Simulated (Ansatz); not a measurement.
The start is a relaxed ZrPbO3 cell shaken by Gaussian noise of σ = 0.08 Å a coordinate. The structure is fully relaxed (lattice and positions, P = 0) with r2SCAN (plane waves to 500 eV, PAW, scalar-relativistic; Ansatz, a first-principles code). First-step values are on the input's coarse k-mesh.

Ansatz input (later rounds restart from its end on a renewed k-mesh):
Ansatz 0.2 input:
```yaml
crystal:
  lattice:
    - [2.9418144332, 1.6984573549, 4.8598689524]
    - [-2.9418144332, 1.6984573549, 4.8598689524]
    - [0, -3.3969147098, 4.8598689524]
  atoms:
    - { symbol: Pb, position: [0.7175279526, 0.6908961644, 0.7331847175] }
    - { symbol: Pb, position: [0.2038021613, 0.2303105568, 0.1921982079] }
    - { symbol: Zr, position: [0.9809275509, 0.9827476871, 0.982803733] }
    - { symbol: Zr, position: [0.4797358645, 0.4812076938, 0.4743067968] }
    - { symbol: O, position: [0.7601552701, 0.2755690361, 0.7411930067] }
    - { symbol: O, position: [0.268782868, 0.7053750609, 0.777810766] }
    - { symbol: O, position: [0.7007863821, 0.7740256726, 0.2955966181] }
    - { symbol: O, position: [0.2983034866, 0.2133434171, 0.7594472393] }
    - { symbol: O, position: [0.2280447039, 0.7598040417, 0.2796247092] }
    - { symbol: O, position: [0.7579923948, 0.3099077947, 0.1852127296] }
basis: { ecutwfc: 500, ecutrho_ratio: 4, xc_grid: 4, fft_grid_basis: typed }
kpoints: { mp_grid: { grid: [5, 5, 5] } }
hamiltonian:
  xc: r2scan
  dispersion: none
  pseudopotentials: { kind: paw }
scf: { occupations: { method: fermi_dirac, width: 0.05 } }
relax: { f_tol: 0.01, max_steps: 100, cell: { stress_tol: 0.02 } }
output: { forces: true, stress: true }
```

```yaml
initial_pressure: "+3.2 GPa (positive: the cell is compressed)"
largest_initial_force: 3.05 eV/Å, on Zr4 (atoms numbered as listed)
energy_released: 68 meV/atom
relative_to_the_parent: It returns to the parent structure, R3c (No. 161)
Shortest distances (start → end): "The closest pairs of elements (up to four, under 3.6 Å), start → end: O–Zr 1.90 → 2.04 Å; O–Pb 2.32 → 2.46 Å; O–O 2.71 → 2.82 Å; Pb–Zr 3.31 → 3.30 Å"
optimiser_moves: 5
```

Final values are on a 7×7×7 k-mesh of the relaxed cell. No spin polarisation in the result.

The relaxed structure here is a generated cell of ZrPbO3: the first start was made by placing the elements on the sites of a structure type, and the end was not matched to a known phase here, so it may be hypothetical.
